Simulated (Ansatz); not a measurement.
Cell and atoms are relaxed with the symmetry kept. Start:

Space group I4/mmm (No. 139). a = 3.963 Å, b = 3.963 Å, c = 11.626 Å, α = 90.00°, β = 90.00°, γ = 90.00°
```
atom site symmetry x y z
  Sr    2a     4/mmm  0.0000  0.0000  0.0000
  Fe    4d      -4m2  0.0000  0.5000  0.2500
  As    4e       4mm  0.0000  0.0000  0.3528
```

Computed with Ansatz 0.2.0, DFT PBEsol, scalar-relativistic, plane waves, PAW.

Settings: cutoff 420 eV, Γ-centred mesh 10×10×10 on the computed 5-atom cell, Gaussian smearing of 0.10 eV; no spin polarisation.

Q: What does it relax to?

A: The volume goes down by 0.92 Å³/atom to 17.34 Å³/atom, and the energy falls by 12.7 meV/atom. Final structure:
```
CELL_PARAMETERS angstrom
0.00000 2.77191 5.64105
2.77191 0.00000 5.64105
2.77191 2.77191 0.00000
ATOMIC_POSITIONS crystal
Sr 0.00000 0.00000 0.00000
Fe 0.75000 0.75000 0.75000
Fe 0.25000 0.25000 0.25000
As 0.35397 0.35397 0.64603
As 0.64603 0.64603 0.35397
```

Spin polarisation was left out, and a magnetic state may lie lower.